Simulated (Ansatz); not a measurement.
MgB$_{2}$:
```
MgB2
1.0
    3.07159     0.00000     0.00000
   -1.53580     2.66008     0.00000
    0.00000     0.00000     3.53629
Mg B
1 2
Direct
  0.00000   0.00000   0.00000
  0.33333   0.66667   0.50000
  0.66667   0.33333   0.50000
```

Relaxed with PBE.

Which orbitals make up the states near the Fermi level in PBE in the plane-wave PAW code Ansatz?

Within 0.5 eV of the Fermi level: B 2p 91 %. Projections are on Löwdin-orthogonalised atomic valence shells; empty p or d shells of many metals are not among them.

Tabulate the density of states.

States/eV per cell of 3 atoms, in 0.25 eV bins, energy from the Fermi level.

```tsv
E (eV)	total	B 2p	B 2s	Mg 3s
-7.85	0.39	0.18	0.20	0.00
-7.60	0.38	0.20	0.17	0.01
-7.35	0.39	0.24	0.13	0.01
-7.10	0.48	0.32	0.13	0.02
-6.85	0.60	0.41	0.16	0.02
-6.60	0.62	0.43	0.16	0.02
-6.35	0.64	0.44	0.17	0.02
-6.10	0.61	0.43	0.16	0.03
-5.85	0.59	0.42	0.14	0.03
-5.60	0.62	0.46	0.13	0.03
-5.35	0.66	0.50	0.12	0.03
-5.10	0.75	0.59	0.12	0.04
-4.85	0.72	0.58	0.11	0.03
-4.60	0.72	0.58	0.10	0.03
-4.35	0.78	0.63	0.11	0.03
-4.10	0.86	0.71	0.11	0.03
-3.85	0.86	0.72	0.10	0.03
-3.60	0.94	0.80	0.10	0.03
-3.35	0.97	0.84	0.09	0.03
-3.10	1.01	0.88	0.09	0.02
-2.85	1.04	0.92	0.08	0.02
-2.60	1.07	0.96	0.08	0.02
-2.35	1.11	1.01	0.07	0.02
-2.10	1.29	1.20	0.06	0.01
-1.85	1.16	1.08	0.05	0.01
-1.60	0.96	0.89	0.04	0.01
-1.35	0.87	0.81	0.03	0.01
-1.10	0.90	0.82	0.02	0.04
-0.85	0.85	0.77	0.02	0.04
-0.60	0.80	0.73	0.01	0.03
-0.35	0.76	0.69	0.01	0.03
-0.10	0.72	0.66	0.01	0.03
0.15	0.66	0.60	0.00	0.03
0.40	0.54	0.48	0.00	0.03
0.65	0.37	0.32	0.00	0.03
0.90	0.29	0.24	0.00	0.02
1.15	0.28	0.23	0.00	0.02
1.40	0.27	0.22	0.00	0.02
1.65	0.29	0.22	0.01	0.03
1.90	0.34	0.24	0.01	0.05
2.15	0.37	0.25	0.02	0.06
2.40	0.40	0.27	0.02	0.06
2.65	0.43	0.28	0.02	0.07
2.90	0.45	0.29	0.02	0.08
3.15	0.43	0.26	0.02	0.09
3.40	0.44	0.25	0.02	0.10
3.65	0.49	0.24	0.02	0.12
3.90	0.47	0.21	0.02	0.14
4.15	0.42	0.17	0.03	0.12
4.40	0.49	0.20	0.04	0.13
4.65	0.57	0.22	0.06	0.14
```

Space group P6/mmm. Symmetry was held in the PBE relaxation.

Potentials: the later of the program's two PAW sets.
